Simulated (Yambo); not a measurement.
Absorption of LaOF (space group P4/nmm, No. 129) with and without the electron-hole interaction (Yambo, PBEsol bands; 6×6×4 mesh, 6 valence and 16 conduction bands, static screening with 59 bands and a 3 Ry block, scissor 2.96 eV, Tamm-Dancoff; field along x). Axes are Cartesian, with cell vectors (Å) (4.07, 0.00, 0.00), (0.00, 4.07, 0.00), (0.00, 0.00, 5.81).

```json
[
 {"E (eV)": "5.57", "Im ε, BSE": "0.12", "Im ε, independent quasiparticles": "0.03"},
 {"E (eV)": "5.67", "Im ε, BSE": "0.14", "Im ε, independent quasiparticles": "0.03"},
 {"E (eV)": "5.77", "Im ε, BSE": "0.17", "Im ε, independent quasiparticles": "0.03"},
 {"E (eV)": "5.87", "Im ε, BSE": "0.20", "Im ε, independent quasiparticles": "0.04"},
 {"E (eV)": "5.97", "Im ε, BSE": "0.25", "Im ε, independent quasiparticles": "0.04"},
 {"E (eV)": "6.07", "Im ε, BSE": "0.31", "Im ε, independent quasiparticles": "0.04"},
 {"E (eV)": "6.17", "Im ε, BSE": "0.40", "Im ε, independent quasiparticles": "0.05"},
 {"E (eV)": "6.27", "Im ε, BSE": "0.54", "Im ε, independent quasiparticles": "0.05"},
 {"E (eV)": "6.38", "Im ε, BSE": "0.79", "Im ε, independent quasiparticles": "0.05"},
 {"E (eV)": "6.48", "Im ε, BSE": "1.25", "Im ε, independent quasiparticles": "0.06"},
 {"E (eV)": "6.58", "Im ε, BSE": "2.15", "Im ε, independent quasiparticles": "0.06"},
 {"E (eV)": "6.68", "Im ε, BSE": "3.37", "Im ε, independent quasiparticles": "0.07"},
 {"E (eV)": "6.78", "Im ε, BSE": "4.22", "Im ε, independent quasiparticles": "0.08"},
 {"E (eV)": "6.88", "Im ε, BSE": "5.23", "Im ε, independent quasiparticles": "0.09"},
 {"E (eV)": "6.98", "Im ε, BSE": "5.63", "Im ε, independent quasiparticles": "0.10"},
 {"E (eV)": "7.08", "Im ε, BSE": "3.70", "Im ε, independent quasiparticles": "0.12"},
 {"E (eV)": "7.18", "Im ε, BSE": "2.22", "Im ε, independent quasiparticles": "0.13"},
 {"E (eV)": "7.28", "Im ε, BSE": "1.60", "Im ε, independent quasiparticles": "0.16"},
 {"E (eV)": "7.38", "Im ε, BSE": "1.34", "Im ε, independent quasiparticles": "0.19"},
 {"E (eV)": "7.48", "Im ε, BSE": "1.24", "Im ε, independent quasiparticles": "0.23"},
 {"E (eV)": "7.58", "Im ε, BSE": "1.18", "Im ε, independent quasiparticles": "0.30"},
 {"E (eV)": "7.68", "Im ε, BSE": "1.24", "Im ε, independent quasiparticles": "0.40"},
 {"E (eV)": "7.78", "Im ε, BSE": "1.28", "Im ε, independent quasiparticles": "0.58"},
 {"E (eV)": "7.88", "Im ε, BSE": "1.35", "Im ε, independent quasiparticles": "0.89"},
 {"E (eV)": "7.98", "Im ε, BSE": "1.31", "Im ε, independent quasiparticles": "1.28"},
 {"E (eV)": "8.08", "Im ε, BSE": "1.37", "Im ε, independent quasiparticles": "1.75"},
 {"E (eV)": "8.18", "Im ε, BSE": "1.50", "Im ε, independent quasiparticles": "2.47"},
 {"E (eV)": "8.28", "Im ε, BSE": "1.82", "Im ε, independent quasiparticles": "3.02"},
 {"E (eV)": "8.38", "Im ε, BSE": "1.84", "Im ε, independent quasiparticles": "3.17"},
 {"E (eV)": "8.48", "Im ε, BSE": "1.79", "Im ε, independent quasiparticles": "3.06"},
 {"E (eV)": "8.58", "Im ε, BSE": "1.62", "Im ε, independent quasiparticles": "2.85"},
 {"E (eV)": "8.68", "Im ε, BSE": "1.60", "Im ε, independent quasiparticles": "2.60"},
 {"E (eV)": "8.78", "Im ε, BSE": "1.38", "Im ε, independent quasiparticles": "2.46"},
 {"E (eV)": "8.89", "Im ε, BSE": "1.35", "Im ε, independent quasiparticles": "2.56"},
 {"E (eV)": "8.99", "Im ε, BSE": "1.21", "Im ε, independent quasiparticles": "2.80"},
 {"E (eV)": "9.09", "Im ε, BSE": "1.20", "Im ε, independent quasiparticles": "3.01"},
 {"E (eV)": "9.19", "Im ε, BSE": "1.16", "Im ε, independent quasiparticles": "3.08"},
 {"E (eV)": "9.29", "Im ε, BSE": "1.10", "Im ε, independent quasiparticles": "2.95"}
]
```

The scissor comes from a G0W0 run whose convergence isn't established. Broadening 0.15 eV. The band window holds all transitions up to 9.4 eV. Fine structure above the onset can come from the mesh.

The 4f states are in the valence at their DFT position.

Geometry of the Materials Project entry, not relaxed at this level; primitive cell a = b = 4.0692 Å, c = 5.8139 Å, α = β = γ = 90.00°.

The structure is a Materials Project entry; no match was found in the copy of COD used, and its stability was not checked.
